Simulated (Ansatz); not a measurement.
MgAu (CsCl type)

```xyz
2
Lattice="3.2196 0.0000 0.0000 0.0000 3.2196 0.0000 0.0000 0.0000 3.2196" Properties=species:S:1:pos:R:3 pbc="T T T"
Mg     1.6098     1.6098     1.6098
Au     0.0000     0.0000     0.0000
```

The slice is a {100} plane (indices of the conventional cell) through the point (0.000, 0.000, 0.000) (fractional), spanned by u = [100] and v = [010] in vectors of this cell: u (3.22 Å) and v (3.22 Å, at 90° to u). It covers one period; positions are fractions (u, v).

Level of theory: LDA (plane waves to 420 eV, PAW, scalar-relativistic; Ansatz, a program for electronic structure). k mesh 14×14×14. Near the nuclei the fields are pseudised (PAW); where an atom keeps semicore shells as valence, they peak there. MgAu was relaxed with its symmetry unable to fall. Spin-orbit coupling is left out, though Au is heavy.

Sketch the electron localisation function (ELF) on this plane as a map.


```
v \ u  0.00  0.12  0.25  0.38  0.50  0.62  0.75  0.88
-----  ----  ----  ----  ----  ----  ----  ----  ----
0.92      x     x  0.44  0.28  0.23  0.28  0.44     x
0.83   0.58  0.52  0.38  0.29  0.25  0.29  0.38  0.52
0.75   0.47  0.41  0.32  0.31  0.28  0.31  0.32  0.41
0.67   0.32  0.31  0.32  0.31  0.28  0.31  0.32  0.31
0.58   0.26  0.27  0.30  0.29  0.26  0.29  0.30  0.27
0.50   0.23  0.24  0.28  0.28  0.24  0.28  0.28  0.24
0.42   0.26  0.27  0.30  0.29  0.26  0.29  0.30  0.27
0.33   0.32  0.31  0.32  0.31  0.28  0.31  0.32  0.31
0.25   0.47  0.41  0.32  0.31  0.28  0.31  0.32  0.41
0.17   0.58  0.52  0.38  0.29  0.25  0.29  0.38  0.52
0.08      x     x  0.44  0.28  0.23  0.28  0.44     x
0.00      x     x  0.47  0.28  0.23  0.28  0.47     x
```

Values: electron localisation function (ELF). Points within 0.5 Å of a nucleus are blanked (x), as the pseudised field means little there.
